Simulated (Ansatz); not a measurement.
## Band table of Lu (diamond type)

```
CELL_PARAMETERS angstrom
0.00000 3.58032 3.58032
3.58032 0.00000 3.58032
3.58032 3.58032 0.00000
ATOMIC_POSITIONS crystal
Lu 0.87500 0.87500 0.87500
Lu 0.12500 0.12500 0.12500
```

The cell comes from a relaxation on PAW files under the same functional, begun from a prototype that needn't be the stable phase.

Computed with Ansatz 0.2.0; functional PBEsol, scalar-relativistic. Settings: a Γ-centred 10×10×10 k mesh, Fermi–Dirac smearing of 0.05 eV, no spin polarisation. Methods: LAPW: all electrons, basis error target 1 meV/atom.

Spin–orbit coupling is left out, which matters for the heavy atoms.

Path points, in fractions of the reciprocal vectors: Γ (0.000, 0.000, 0.000), X (0.500, 0.000, 0.500), U (0.625, 0.250, 0.625), K (0.375, 0.375, 0.750), L (0.500, 0.500, 0.500), W (0.500, 0.250, 0.750). The distance column jumps between branches of the path. Levels in eV from the Fermi level; bands 19 to 40, counted from the lowest band of the run. The gap is zero, the pressure 0.01 GPa.

```
# k(1/Å) point b19 b20 b21 b22 b23 b24 b25 b26 b27 b28 b29 b30 b31 b32 b33 b34 b35 b36 b37 b38 b39 b40
0.000 Γ -5.83 -5.78 -5.78 -5.78 -5.76 -5.76 -5.76 -5.72 -5.72 -5.72 -5.70 -5.70 -5.70 -5.69 -4.58 0.34 0.34 0.52 0.52 0.52 1.99 1.99
0.125 - -5.83 -5.78 -5.78 -5.78 -5.76 -5.76 -5.76 -5.72 -5.72 -5.72 -5.70 -5.70 -5.70 -5.69 -4.51 0.15 0.38 0.55 0.55 0.66 1.80 1.99
0.251 - -5.83 -5.78 -5.78 -5.78 -5.76 -5.76 -5.76 -5.73 -5.73 -5.72 -5.71 -5.70 -5.70 -5.70 -4.29 -0.12 0.52 0.61 0.61 0.78 1.35 1.99
0.376 - -5.82 -5.78 -5.78 -5.78 -5.77 -5.75 -5.75 -5.73 -5.73 -5.72 -5.71 -5.70 -5.70 -5.70 -3.94 -0.38 0.70 0.70 0.74 0.75 0.82 2.02
0.501 - -5.81 -5.78 -5.78 -5.77 -5.77 -5.75 -5.75 -5.73 -5.73 -5.72 -5.72 -5.70 -5.70 -5.70 -3.45 -0.59 0.31 0.52 0.79 0.79 1.05 2.11
0.627 - -5.80 -5.78 -5.78 -5.77 -5.77 -5.76 -5.76 -5.73 -5.73 -5.73 -5.72 -5.71 -5.71 -5.71 -2.85 -0.72 -0.11 0.04 0.85 0.85 1.43 2.28
0.752 - -5.79 -5.78 -5.78 -5.78 -5.77 -5.77 -5.76 -5.74 -5.72 -5.72 -5.71 -5.71 -5.71 -5.71 -2.15 -0.78 -0.59 -0.43 0.87 0.87 1.88 2.47
0.877 X -5.78 -5.78 -5.77 -5.77 -5.77 -5.77 -5.75 -5.75 -5.72 -5.72 -5.71 -5.71 -5.71 -5.71 -1.40 -1.40 -0.64 -0.64 0.88 0.88 2.38 2.38
0.922 - -5.78 -5.78 -5.77 -5.77 -5.77 -5.77 -5.75 -5.75 -5.72 -5.72 -5.72 -5.71 -5.71 -5.71 -1.41 -1.39 -0.64 -0.63 0.88 0.89 2.25 2.38
0.966 - -5.78 -5.78 -5.77 -5.77 -5.77 -5.77 -5.75 -5.75 -5.72 -5.72 -5.72 -5.71 -5.71 -5.71 -1.42 -1.37 -0.66 -0.61 0.86 0.92 2.08 2.36
1.010 - -5.79 -5.79 -5.77 -5.77 -5.77 -5.77 -5.75 -5.75 -5.72 -5.72 -5.72 -5.71 -5.71 -5.71 -1.45 -1.34 -0.68 -0.59 0.84 0.97 1.92 2.34
1.055 - -5.79 -5.79 -5.77 -5.77 -5.77 -5.77 -5.75 -5.75 -5.72 -5.72 -5.72 -5.71 -5.71 -5.71 -1.50 -1.29 -0.70 -0.55 0.80 1.03 1.78 2.31
1.099 - -5.79 -5.79 -5.77 -5.77 -5.77 -5.76 -5.75 -5.75 -5.73 -5.72 -5.71 -5.71 -5.71 -5.71 -1.56 -1.23 -0.72 -0.50 0.75 1.09 1.67 2.27
1.143 - -5.79 -5.79 -5.78 -5.77 -5.76 -5.76 -5.75 -5.75 -5.73 -5.73 -5.71 -5.71 -5.71 -5.71 -1.65 -1.16 -0.73 -0.43 0.68 1.15 1.58 2.23
1.188 U -5.79 -5.79 -5.78 -5.77 -5.76 -5.75 -5.75 -5.75 -5.74 -5.73 -5.71 -5.71 -5.71 -5.71 -1.77 -1.08 -0.72 -0.36 0.60 1.19 1.51 2.19
1.725 K -5.79 -5.79 -5.78 -5.77 -5.76 -5.75 -5.75 -5.75 -5.74 -5.73 -5.71 -5.71 -5.71 -5.71 -1.77 -1.08 -0.72 -0.36 0.60 1.19 1.51 2.19
1.858 - -5.80 -5.78 -5.78 -5.78 -5.76 -5.75 -5.75 -5.74 -5.74 -5.73 -5.71 -5.71 -5.71 -5.70 -2.24 -0.80 -0.58 -0.10 0.35 1.20 1.40 2.08
1.991 - -5.80 -5.78 -5.78 -5.78 -5.76 -5.75 -5.74 -5.74 -5.74 -5.73 -5.71 -5.71 -5.70 -5.70 -2.81 -0.50 -0.28 0.13 0.20 1.09 1.33 1.99
2.124 - -5.81 -5.78 -5.78 -5.77 -5.77 -5.75 -5.75 -5.74 -5.74 -5.72 -5.72 -5.71 -5.70 -5.70 -3.38 -0.22 0.01 0.14 0.46 0.95 1.25 1.95
2.257 - -5.82 -5.78 -5.78 -5.78 -5.77 -5.75 -5.75 -5.73 -5.73 -5.72 -5.71 -5.70 -5.70 -5.70 -3.88 -0.02 0.00 0.59 0.61 0.89 1.11 1.94
2.390 - -5.83 -5.78 -5.78 -5.78 -5.76 -5.76 -5.76 -5.73 -5.73 -5.72 -5.70 -5.70 -5.70 -5.70 -4.26 0.05 0.17 0.62 0.62 0.92 1.31 1.96
2.523 - -5.83 -5.78 -5.78 -5.78 -5.76 -5.76 -5.76 -5.72 -5.72 -5.72 -5.70 -5.70 -5.70 -5.69 -4.50 0.20 0.29 0.55 0.56 0.69 1.79 1.98
2.656 Γ -5.83 -5.78 -5.78 -5.78 -5.76 -5.76 -5.76 -5.72 -5.72 -5.72 -5.70 -5.70 -5.70 -5.69 -4.58 0.34 0.34 0.52 0.52 0.52 1.99 1.99
2.764 - -5.83 -5.78 -5.78 -5.78 -5.76 -5.76 -5.76 -5.72 -5.72 -5.72 -5.70 -5.70 -5.70 -5.69 -4.53 0.27 0.27 0.50 0.62 0.62 1.85 1.99
2.873 - -5.83 -5.78 -5.78 -5.78 -5.76 -5.76 -5.76 -5.72 -5.72 -5.72 -5.70 -5.70 -5.70 -5.69 -4.37 0.18 0.18 0.42 0.78 0.78 1.49 1.99
2.981 - -5.82 -5.78 -5.78 -5.78 -5.76 -5.76 -5.76 -5.73 -5.73 -5.72 -5.70 -5.70 -5.70 -5.70 -4.11 0.14 0.14 0.30 0.89 0.89 1.01 2.04
3.090 - -5.82 -5.78 -5.78 -5.78 -5.77 -5.75 -5.75 -5.73 -5.73 -5.72 -5.71 -5.71 -5.70 -5.70 -3.77 0.08 0.14 0.14 0.59 0.91 0.91 2.20
3.199 - -5.81 -5.78 -5.78 -5.78 -5.77 -5.76 -5.76 -5.73 -5.73 -5.73 -5.71 -5.71 -5.70 -5.70 -3.39 -0.32 0.18 0.18 0.39 0.85 0.85 2.43
3.307 - -5.80 -5.78 -5.77 -5.77 -5.77 -5.76 -5.76 -5.73 -5.73 -5.73 -5.71 -5.71 -5.70 -5.70 -3.03 -0.73 0.23 0.23 0.31 0.77 0.77 2.67
3.416 L -5.80 -5.78 -5.77 -5.77 -5.77 -5.77 -5.77 -5.73 -5.72 -5.72 -5.71 -5.71 -5.70 -5.70 -2.87 -0.92 0.26 0.26 0.29 0.72 0.72 2.78
3.504 - -5.80 -5.78 -5.77 -5.77 -5.77 -5.77 -5.77 -5.73 -5.73 -5.72 -5.71 -5.71 -5.70 -5.70 -2.83 -0.93 0.21 0.26 0.28 0.75 0.78 2.75
3.593 - -5.80 -5.78 -5.78 -5.77 -5.77 -5.76 -5.76 -5.73 -5.73 -5.72 -5.72 -5.71 -5.70 -5.70 -2.72 -0.96 0.09 0.17 0.33 0.81 0.93 2.64
3.682 - -5.80 -5.78 -5.78 -5.77 -5.77 -5.76 -5.76 -5.73 -5.73 -5.72 -5.72 -5.71 -5.70 -5.70 -2.54 -0.98 -0.07 0.01 0.43 0.88 1.11 2.46
3.770 - -5.80 -5.78 -5.78 -5.77 -5.77 -5.75 -5.75 -5.74 -5.73 -5.72 -5.72 -5.71 -5.71 -5.70 -2.30 -0.99 -0.24 -0.20 0.58 0.96 1.23 2.21
3.859 - -5.80 -5.79 -5.78 -5.77 -5.77 -5.75 -5.75 -5.75 -5.74 -5.72 -5.72 -5.71 -5.71 -5.70 -2.01 -1.01 -0.44 -0.40 0.78 1.03 1.28 1.92
3.947 - -5.79 -5.79 -5.77 -5.77 -5.77 -5.76 -5.75 -5.74 -5.74 -5.73 -5.72 -5.71 -5.71 -5.70 -1.68 -1.10 -0.63 -0.54 1.02 1.10 1.25 1.61
4.036 W -5.79 -5.79 -5.77 -5.77 -5.76 -5.76 -5.74 -5.74 -5.73 -5.73 -5.72 -5.72 -5.70 -5.70 -1.35 -1.35 -0.64 -0.64 1.16 1.16 1.32 1.32
4.099 - -5.79 -5.79 -5.77 -5.77 -5.76 -5.76 -5.74 -5.74 -5.73 -5.73 -5.72 -5.72 -5.70 -5.70 -1.36 -1.36 -0.64 -0.64 1.12 1.12 1.39 1.39
4.161 - -5.79 -5.79 -5.77 -5.77 -5.76 -5.76 -5.75 -5.75 -5.73 -5.73 -5.72 -5.72 -5.70 -5.70 -1.36 -1.36 -0.64 -0.64 1.04 1.04 1.53 1.53
4.224 - -5.79 -5.79 -5.77 -5.77 -5.77 -5.77 -5.75 -5.75 -5.73 -5.73 -5.72 -5.72 -5.71 -5.71 -1.37 -1.37 -0.64 -0.64 0.98 0.98 1.69 1.69
4.287 - -5.79 -5.79 -5.77 -5.77 -5.77 -5.77 -5.75 -5.75 -5.72 -5.72 -5.72 -5.72 -5.71 -5.71 -1.38 -1.38 -0.64 -0.64 0.94 0.94 1.87 1.87
4.349 - -5.79 -5.79 -5.77 -5.77 -5.77 -5.77 -5.75 -5.75 -5.72 -5.72 -5.72 -5.72 -5.71 -5.71 -1.39 -1.39 -0.64 -0.64 0.91 0.91 2.06 2.06
4.412 - -5.78 -5.78 -5.77 -5.77 -5.77 -5.77 -5.75 -5.75 -5.72 -5.72 -5.71 -5.71 -5.71 -5.71 -1.40 -1.40 -0.64 -0.64 0.89 0.89 2.25 2.25
4.475 X -5.78 -5.78 -5.77 -5.77 -5.77 -5.77 -5.75 -5.75 -5.72 -5.72 -5.71 -5.71 -5.71 -5.71 -1.40 -1.40 -0.64 -0.64 0.88 0.88 2.38 2.38
```
